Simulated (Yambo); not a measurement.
GaAlP$_{2}$ (space group P-4m2, No. 115), G0W0@LDA in Yambo (4×4×4 mesh, plasmon pole; 8 Ry block, no terminator). The number N of bands in W and G is varied.

```json
[
 {"N": "52", "x = 1/N": "0.01923", "gap Γ → M (eV)": "2.137", "shift of the valence edge (eV)": "-0.100"},
 {"N": "80", "x = 1/N": "0.01250", "gap Γ → M (eV)": "2.180", "shift of the valence edge (eV)": "-0.340"},
 {"N": "113", "x = 1/N": "0.00885", "gap Γ → M (eV)": "2.214", "shift of the valence edge (eV)": "-0.478"},
 {"N": "147", "x = 1/N": "0.00680", "gap Γ → M (eV)": "?", "shift of the valence edge (eV)": "?"}
]
```

### Question
Basis-set arguments suggest E = E∞ + A x. Fix A and E∞ from the two rows above the withheld one, predict the row at 147 bands, and test the form.

### Answer
Gap: A = (2.214 − (2.180))/(0.00885 − 0.01250) = -9.32, E∞ = 2.296 eV, so 2.233 eV is predicted; the run gave 2.245 eV (miss 12 meV). The first two rows have slope -6.39, so the form doesn't hold yet over the whole range. Shift: A = (-0.478 − (-0.340))/(0.00885 − 0.01250) = 37.8, E∞ = -0.813 eV, so -0.556 eV is predicted; the run gave -0.563 eV (miss 7 meV). The first two rows have slope 35.7, within 15 % of that. The other settings are held fixed.

The standard potential for Ga keeps a d shell in the valence without the s and p states of that shell. In tests on such compounds this moved G0W0 gaps by up to about 0.9 eV, so absolute quasiparticle energies here are unreliable; differences between settings are what counts.

Spin-orbit coupling is not included.

Geometry relaxed with LDA; primitive cell a = b = 3.8276 Å, c = 5.3994 Å, α = β = γ = 90.00°.

The structure is a Materials Project entry; no match was found in the copy of COD used, and its stability was not checked.

A shift is the quasiparticle energy of the state minus its LDA energy.
